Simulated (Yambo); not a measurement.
Yambo run on BN (space group Fmm2, No. 42). The wavefunctions come from this Quantum ESPRESSO step (PBEsol, PseudoDojo standard norm-conserving files, scalar-relativistic):

```
&CONTROL
  calculation = 'nscf'
  pseudo_dir = './pseudo'
  outdir = './out'
/
&SYSTEM
  ibrav = 0
  nat = 2
  ntyp = 2
  ecutwfc = 84.0
  ecutrho = 336.0
  occupations = 'fixed'
  force_symmorphic = .true.
  nbnd = 72
/
&ELECTRONS
  conv_thr = 2e-09
  diago_full_acc = .true.
  diago_thr_init = 1e-08
/
ATOMIC_SPECIES
B 10.8100 B.upf
N 14.0070 N.upf
CELL_PARAMETERS angstrom
  0.000000000000   3.334945074000   2.167879719000
  1.253302531000   0.000000000000   2.167879719000
  1.253302531000   3.334945074000   0.000000000000
ATOMIC_POSITIONS crystal
B   0.000108976700   0.000108976700   0.999891023300
N   0.666591023300   0.666591023300   0.333408976700
K_POINTS automatic
6 6 6 0 0 0
```

Yambo input:

```
rim_cut
gw0
dyson
el_el_corr
HF_and_locXC
ppa
em1d
RandQpts= 1000000
RandGvec= 1 Ry
EXXRLvcs= 84 Ry
VXCRLvcs= 336 Ry
Chimod= "HARTREE"
% BndsRnXp
 1 | 71 |
%
NGsBlkXp= 14 Ry
% LongDrXp
 1.0 | 1.0 | 1.0 |
%
PPAPntXp= 27.2114 eV
% GbndRnge
 1 | 71 |
%
GTermKind= "BG"
DysSolver= "n"
ExtendOut
% QPkrange
 1 | 1 | 4 | 5 |
 4 | 4 | 4 | 5 |
 10 | 10 | 4 | 5 |
 13 | 13 | 4 | 5 |
 43 | 43 | 4 | 5 |
 45 | 45 | 4 | 5 |
 46 | 46 | 4 | 5 |
%
```

k points by index: 1 = Γ, 4 = (0, 0, -0.5), 10 = (0, 0.333, 0.333), 13 = (0, -0.5, -0.5), 43 = (-0.5, 0, -0.5), 45 = (-0.5, 0.333, -0.167), 46 = (-0.5, -0.5, 0).

The o-*.qp file then holds:

```
#    K-point    Band    Eo [eV]    E [eV]    E-Eo [eV]    Vxc [eV]    Vnlxc [eV]    Sc|Eo [eV]    Sc|E [eV]    dSc/dw|Eo [eV]    Re(Z)    Im(Z)
#
    1    4    -1.406639    -2.697092    -1.290453    -18.22417    -22.68750    2.879867    3.172871    -6.178084    0.814968    -0.962257E-3
    1    5    4.917488    5.301263    0.383775    -8.802842    -4.492751    -3.860904    -3.926316    -4.636996    0.854403    -0.863346E-3
    4    4    -1.042095    -2.131588    -1.089494    -15.50859    -19.16013    2.304831    2.562045    -6.423735    0.809016    -0.001070
    4    5    4.514205    5.278283    0.764078    -11.03436    -5.991833    -4.130323    -4.278450    -5.274722    0.837630    -0.933318E-3
    10    4    -0.329053    -1.341893    -1.012840    -16.14418    -19.51971    2.126955    2.362690    -6.332877    0.811207    -0.001030
    10    5    4.157191    4.921115    0.763925    -10.91460    -5.757988    -4.241530    -4.392688    -5.383750    0.834829    -0.951048E-3
    13    4    -1.636145    -2.833428    -1.197283    -14.80378    -18.65046    2.368583    2.649389    -6.381587    0.810031    -0.001084
    13    5    3.560789    4.221930    0.661141    -10.56193    -5.936975    -3.840112    -3.963814    -5.090778    0.842400    -0.904340E-3
    43    4    -1.397560    -2.720245    -1.322685    -18.21986    -22.69081    2.849809    3.148260    -6.139578    0.815909    -0.965931E-3
    43    5    9.924391    11.14199    1.217599    -13.64233    -7.068045    -5.066059    -5.356689    -6.495213    0.807301    0.170503E-3
    45    4    0.000000    -0.956678    -0.956678    -16.50165    -19.75846    2.076795    2.300132    -6.352026    0.810744    -0.001022
    45    5    4.926479    5.786042    0.859563    -11.39829    -5.890248    -4.473095    -4.648476    -5.551475    0.830555    -0.976628E-3
    46    4    -0.380723    -1.371159    -0.990435    -16.38778    -19.81382    2.201005    2.435601    -6.444826    0.808509    -0.001042
    46    5    5.974294    6.959472    0.985178    -12.05590    -6.149632    -4.714012    -4.921094    -5.719204    0.826324    -0.996510E-3
```
(The two width columns are left out.) Convergence of these settings isn't established.

Geometry relaxed with PBE+D3(BJ).

This is not the ordinary phase of the substance; no match was found in the copy of COD used, and its stability was not checked.
